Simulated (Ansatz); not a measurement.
Relaxed-ion elastic tensor of AlNi (CsCl type, Pm-3m) in GPa (Voigt order), the program Ansatz at the PBEsol level (PAW); density 6.07 g/cm³, 11.72 Å³ per atom.

```
224  147  147  0.0  0.0  0.0
147  224  147  0.0  0.0  0.0
147  147  224  0.0  0.0  0.0
0.0  0.0  0.0  128  0.0  0.0
0.0  0.0  0.0  0.0  128  0.0
0.0  0.0  0.0  0.0  0.0  128
```

**Question.** Is the crystal mechanically stable?

**Answer.** Yes: the smallest eigenvalue of C is 76.8 GPa.

**Question.** Work out the Voigt, Reuss and Hill averages.

**Answer.** K_V = 173, K_R = 173, K_H = 173; G_V = 92.1, G_R = 66.2, G_H = 79.2 GPa.

**Question.** Give Young's modulus, Poisson's ratio, Pugh's ratio and the universal anisotropy index.

**Answer.** E = 9KG/(3K + G) = 206 GPa; ν = 0.30; K/G = 2.18 (ductile by the Pugh limit of 1.75); A_U = 5G_V/G_R + K_V/K_R − 6 = 1.96.

**Question.** Estimate the sound speeds and the Debye temperature.

**Answer.** v_l = √((K + 4G/3)/ρ) = 6770 m/s, v_t = √(G/ρ) = 3610 m/s, mean 4030 m/s; Θ = (h/k)(3n/4πV)^(1/3) v_m = 529 K.

**Question.** Give the Zener ratio and Young's modulus along [100], [110] and [111].

**Answer.** A = 2C44/(C11 − C12) = 3.33; 1/E = S11 − 2(S11 − S12 − S44/2)Γ with Γ = 0, 1/4, 1/3 gives 107, 210, 308 GPa.

**Question.** Solve the Christoffel equation for the three sound speeds along [100], [110], [111].

**Answer.** Eigenvalues of C_ijkl n_j n_l equal ρv². In km/s, slowest first: [100] 4.59, 4.59, 6.08; [110] 2.52, 4.59, 7.19; [111] 3.35, 3.35, 7.52.

The cell was relaxed with PBEsol under the symmetry of its start. The workflow began spin-polarised and lost its moments. As this level gives no gap, shear constants depend on the k-mesh and smearing (Fermi–Dirac, 0.1 eV here).

Potentials: the earlier of the program's two PAW sets. The files were generated under PBE; for other functionals the program regenerates the frozen cores, and for LDA and PBEsol the local potential too.
